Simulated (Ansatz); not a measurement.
The cell is a 12-atom cell of HfSn3O8 built on tetragonal HfO2 (relaxed group Pmm2); cell and atoms were relaxed with r2SCAN. The symmetry is Pmm2 (No. 25, orthorhombic); conventional cell a = 3.517 Å, b = 7.206 Å, c = 5.382 Å, 11.37 Å³ an atom. Hf is surrounded by 8 O at 2.00–2.45 Å; Sn is surrounded by 8 O at 2.02–2.54 Å; O is surrounded by 3 Sn at 2.01–2.45 Å and 1 Hf at 2.06 Å; O is surrounded by 2 Sn at 2.04 Å and 2 Hf at 2.45 Å; O is surrounded by 2 Hf at 2.00 Å and 2 Sn at 2.49 Å; O is surrounded by 3 Sn at 2.02–2.58 Å and 1 Hf at 2.43 Å; Sn is surrounded by 8 O at 2.01–2.58 Å; O is surrounded by 4 Sn at 2.03–2.44 Å (further sites aren't listed).

4 runs of the plane-wave code Ansatz on this cell differ in the functional (and in the settings that go with it). Levels are in eV from each run's valence top; v1 is the last filled band, c1 the first empty one.

Run A, mean stress +7.6 GPa (compression positive):
```tsv
point	v4	v3	v2	v1	c1	c2
Γ	-0.50	-0.32	-0.20	-0.05	1.80	3.80
X	-0.39	-0.33	-0.33	-0.01	4.58	4.97
S	-0.38	-0.32	-0.32	-0.31	4.40	5.00
Y	-0.56	-0.55	-0.35	-0.33	3.21	3.59
Z	-1.13	-1.04	-0.16	0.00	3.59	4.01
U	-0.69	-0.61	-0.38	-0.35	4.88	5.27
```

Run B, mean stress 0.0 GPa (compression positive):
```tsv
point	v4	v3	v2	v1	c1	c2
Γ	-0.50	-0.32	-0.23	-0.08	2.37	4.37
X	-0.41	-0.34	-0.34	0.00	5.21	5.56
S	-0.39	-0.34	-0.34	-0.32	5.00	5.65
Y	-0.58	-0.57	-0.35	-0.34	3.76	4.17
Z	-1.14	-1.07	-0.19	-0.02	4.16	4.60
U	-0.70	-0.60	-0.39	-0.37	5.52	5.86
```

Run C, mean stress -1.6 GPa (compression positive):
```tsv
point	v4	v3	v2	v1	c1	c2
Γ	-0.57	-0.37	-0.32	-0.16	3.25	5.38
X	-0.48	-0.40	-0.40	0.00	6.24	6.66
S	-0.45	-0.43	-0.40	-0.36	6.05	6.73
Y	-0.69	-0.68	-0.41	-0.39	4.69	5.15
Z	-1.26	-1.16	-0.27	-0.11	5.13	5.61
U	-0.77	-0.63	-0.47	-0.44	6.57	7.00
```

Run D, mean stress -1.6 GPa (compression positive):
```tsv
point	v4	v3	v2	v1	c1	c2
Γ	-0.57	-0.36	-0.32	-0.16	3.97	6.13
X	-0.48	-0.41	-0.40	0.00	7.01	7.44
S	-0.45	-0.43	-0.40	-0.36	6.81	7.50
Y	-0.69	-0.68	-0.41	-0.39	5.44	5.90
Z	-1.27	-1.16	-0.27	-0.11	5.89	6.37
U	-0.78	-0.64	-0.47	-0.45	7.35	7.77
```

Q: Match the runs to PBE, r2SCAN, HSE06, PBE0.

A: A is PBE, B is r2SCAN, C is HSE06, D is PBE0. In order of the gap: PBE 1.80, r2SCAN 2.37, HSE06 3.25, PBE0 3.97 eV. The stress vanishes for r2SCAN, which relaxed the cell.

Note: simulated data, non-magnetic, for a generated structure that need not be the stable one.

Spin-orbit coupling is left out, which matters wherever the heavy atoms make up the band edges.

The stress of a hybrid is loosely converged in these runs.

The meshes of the hybrids are coarse, so their gaps aren't converged to the digits shown.
